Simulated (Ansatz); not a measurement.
**All-electron card of Y2C**

```
Y C
1.0
     1.81242    1.04640    5.98800
    -1.81242    1.04640    5.98800
     0.00000   -2.09280    5.98800
Y C
2 1
Cartesian
  0.0000 0.0000 4.6335
  0.0000 0.0000 13.3305
  0.0000 0.0000 0.0000
```

Atom numbers follow the list: Y1, Y2, C3.

The cell comes from COD entry 1531888, which wasn't checked; take it as a given geometry.

Computed with DFT, PBEsol, all-electron LAPW, scalar-relativistic in Ansatz 0.2.0.

The runs use a Γ-centred 11×11×11 k mesh, Fermi–Dirac smearing of 0.05 eV, basis error target 1 meV/atom, no spin polarisation.

* Löwdin charges (with 0.13 e of the cell spilling out of the atomic basis, so their sizes and signs hang on that basis): Y1 0.46, C3 -0.79 e
* Volume per atom: 22.71 Å³

Predict this quantity. Band gap.

None at this level of theory (metallic, semimetallic, or a small gap that the functional closes).

Pressure at this cell: what does the calculation give?

-2.85 GPa.

Give the computed value. Stress xx, yy, zz (compression positive).

-3.55, -3.55, -1.46 GPa.

Give the computed value. Density of states at the Fermi level (0.2 eV bin).

3.11 states/eV per cell.

Largest force: what does the calculation give?

0.544 eV/Å on Y1.
